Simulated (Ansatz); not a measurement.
Computed with Ansatz (plane waves, PAW, 420 eV cutoff): PBE, scalar-relativistic, no spin polarisation, Γ-centred 8×8×8 mesh, 0.05 eV Gaussian smearing; PAW files: Ansatz's generated set soft_2.

A crystal of composition SrX3, relaxed at this level of theory, gives this pattern between 10° and 80°.

Cu Kα1 powder pattern (kinematic, no thermal factors).
2θ (°) (relative intensity): 19.40 (1), 33.94 (100), 39.39 (49), 56.93 (32), 67.96 (37), 71.43 (11)

Question: Which lattice and cell does the pattern come from?

Answer: Cubic, space group Pm-3m (No. 221), a = 4.571 Å, b = 4.571 Å, c = 4.571 Å, α = 90.00°, β = 90.00°, γ = 90.00°. The line positions fix the lattice at most, not the space group, and lines under 1 % of the strongest aren't listed; this is the group of the computed cell.

A compound SrX3 has these computed properties.

- Band gap: zero (metallic)
- Density of states at the Fermi level: 0.42 states/(eV·atom)
- Bader charges: Sr 1.31; X -0.44 e
- Formation energy from the elements (0 K, uncorrected): -0.04 eV/atom
- Bulk modulus (Birch–Murnaghan): 40 GPa

Sites: Sr on 1a, X on 3c.

Question: Which element is X?
A. Rh
B. Ag
C. Cd
D. In

Answer: B. X is Ag, so the compound is SrAg3.

The structure was built from a prototype; whether the compound forms in it isn't claimed.
